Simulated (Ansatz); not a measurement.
TiAu (CsCl type, Pm-3m), PBEsol in the plane-wave PAW code Ansatz, all energies at zero smearing, with the estimated change up to a 700 eV cutoff added, with one set of potentials and settings (totals compare only within such a set). Cell of 2 atoms (1 Au, 1 Ti): -15481.677 eV.

```
element              reference phase  E (eV/atom)
-------  ---------------------------  -----------
Au        Fm-3m, 1 atoms in the cell  -13007.0999
Ti       P6/mmm, 3 atoms in the cell   -2473.9117
```

Formation energy per atom, worked out: (-15481.677 − 1×(-13007.0999) − 1×(-2473.9117))/2 = -0.333 eV/atom (-32 kJ per mol of atoms), at 0 K, without zero-point energy or fitted corrections.

The workflow started from an entry of the Crystallography Open Database (COD). Whether it is the stable phase at ambient conditions was not checked. The cell was relaxed with PBEsol under the symmetry of its start. At this level the phase is mechanically unstable. The run is not spin-polarised. The references are the lowest solids computed at this level, not always the standard phases. Spin–orbit coupling is left out wherever it is not named.

Potentials: the later of the program's two PAW sets.
